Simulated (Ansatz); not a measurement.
# An elastic constant from a strain scan in Li

Computed with DFT r2SCAN, scalar-relativistic, plane waves, PAW in Ansatz 0.2.0. The runs took a 500 eV cutoff, a Γ-centred 18×18×10 mesh and Gaussian smearing (0.15 eV). No spin polarisation. Energies are free energies at this smearing, counted from the undisturbed cell; pressure is positive in compression.

The undisturbed cell (as given, not relaxed at this level; it stands at -0.2 GPa; this form isn't the usual structure):

```yaml
crystal:
  lattice:
    - [3.11100, 0.00000, 0.00000]
    - [-1.55550, 2.69421, 0.00000]
    - [0.00000, 0.00000, 5.09300]
  atoms:
    - { symbol: Li, position: [0.33333, 0.66667, 0.25000] }
    - { symbol: Li, position: [0.66667, 0.33333, 0.75000] }
```

The cell is strained by ε times the Voigt pattern (0, 1, 0, 0, 0, 0) (xx, yy, zz, yz, xz, xy; engineering shear) with fractional coordinates fixed. The cell holds 2 atoms in V0 = 42.69 Å³. The stress column is τ = (1/V0) dE/dε, got from the stress tensor σ (compression positive) at each point as −det(1 + εP) σ : P(1 + εP)⁻¹, with P the pattern as a tensor.

| ε | ΔE (meV/atom) | τ (GPa) |
| --- | --- | --- |
| -0.0400 | 1.459 | -0.793 |
| -0.0300 | 0.579 | -0.530 |
| -0.0200 | 0.045 | -0.272 |
| -0.0100 | -0.146 | -0.016 |
| 0.0000 | 0.000 | 0.235 |
| 0.0100 | 0.475 | 0.477 |
| 0.0200 | 1.266 | 0.708 |
| 0.0300 | 2.354 | 0.924 |
| 0.0350 | 3.004 | 1.027 |
| 0.0400 | ? | ? |

Problem. Which combination of elastic constants does this scan measure, and how large is it?

Solution. For small ε, τ = τ0 + Kε with K = pᵀCp, which for this pattern is C22 in the Cartesian frame shown. The parabola through τ at ε = -0.0100, 0 and 0.0100 has slope K = 24.7 GPa at zero. The energies per cell, E = NΔE, of the same two points give K = 2[E(ε₊)/ε₊ − E(ε₋)/ε₋]/[(ε₊ − ε₋)V0] = 24.7 GPa, in agreement. These are clamped-ion values.

Problem. Predict the withheld row at ε = 0.0400 from the harmonic law, and compare.

Solution. ΔE = V0(τ0 ε + Kε²/2)/N = 3.880 meV/atom and τ = 1.22 GPa. The calculation gives 3.722 meV/atom and 1.13 GPa, a miss of 4.1 % of the harmonic energy, so the harmonic law still holds on this side, though at ε = -0.0400 the energy lies 6 % above it.

In a metal these slopes depend on the k mesh and the smearing.